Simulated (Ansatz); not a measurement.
CsAu: from a starting cell to a relaxed one

The start is a relaxed CsAu cell deformed by the Cartesian strain tensor (xx, yy, zz, yz, xz, xy) = (-0.092, -0.045, -0.031, 0.054, 0.002, 0.039). The structure is fully relaxed (lattice and positions, P = 0) with r2SCAN (plane waves to 500 eV, PAW, scalar-relativistic; Ansatz, a program for electronic structure). The first steps use a coarse 8×8×8 k-mesh.

Initial structure:
```yaml
crystal:
  lattice:
    - [3.88128, 0.16671, 0.00641]
    - [0.16671, 4.08218, 0.22869]
    - [0.00641, 0.22869, 4.14202]
  atoms:
    - { symbol: Cs, position: [0.00000, 0.00000, 0.00000] }
    - { symbol: Au, position: [0.50000, 0.50000, 0.50000] }
```

Problem. What pressure does the first self-consistent step give?

Solution. +4.5 GPa (positive: the cell is compressed).

Problem. How does the volume per atom move from start to end?

Solution. +19.6 %, from 32.65 to 39.05 Å³/atom.

Problem. Is the parent structure recovered?

Solution. The parent structure is recovered, Pm-3m (No. 221).

Problem. What band gap does the relaxed structure have at this level?

Solution. 1.32 eV, indirect (valence top at R, conduction bottom at X) (no spin-orbit coupling).

Final structure:

Space group Pm-3m (No. 221); a = 4.275 Å, b = 4.275 Å, c = 4.275 Å, α = 90.00°, β = 90.00°, γ = 90.00°

```
atom  site  symmetry       x       y       z
----  ----  --------  ------  ------  ------
Cs      1a      m-3m  0.0000  0.0000  0.0000
Au      1b      m-3m  0.5000  0.5000  0.5000
```

Final values are on a 11×11×11 k-mesh of the relaxed cell. No spin polarisation in the result. Without spin-orbit coupling the bands of the heavy element are not split, so the gap can be far off.

The run could not lose the symmetry of its start.

All atoms sit on sites fixed by symmetry, so only the cell could relax.
